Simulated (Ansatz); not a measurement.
ZnSnN2:
```
CELL_PARAMETERS angstrom
      1.58376     0.91439     5.15018
     -1.58376     0.91439     5.15018
      0.00000    -1.82877     5.15018
ATOMIC_POSITIONS crystal
  Zn 0.00000 0.00000 0.00000
  Sn 0.50000 0.50000 0.50000
  N  0.75356 0.75356 0.75356
  N  0.24644 0.24644 0.24644
```

DFT-r²SCAN in the program Ansatz with PAW potentials gives a gap of 1.19 eV without spin–orbit coupling, maximum on the Γ–S0 line, 58 % of the way from Γ, minimum at Γ.

What happens when spin–orbit coupling is switched on?

The gap hardly moves, to 1.19 eV; maximum off the standard path, at k = (-0.013, 0.193, -0.206), minimum at Γ.

Give the electron effective mass with spin–orbit coupling.

0.14 mₑ (isotropic).

Give the hole effective mass with spin–orbit coupling.

0.29, 0.83, 18 mₑ (principal values).

Space group R-3m. The start of the workflow was typed in or built on a structure type; neither database checked (COD, Materials Project) lists it. Its standing as an ambient phase is unchecked. Symmetry was held in the r²SCAN relaxation; whether a distortion lowers the energy is not shown. Its formation energy is positive at this level, so the cell may be metastable or incomplete.

Potentials: the earlier of the program's two PAW sets.
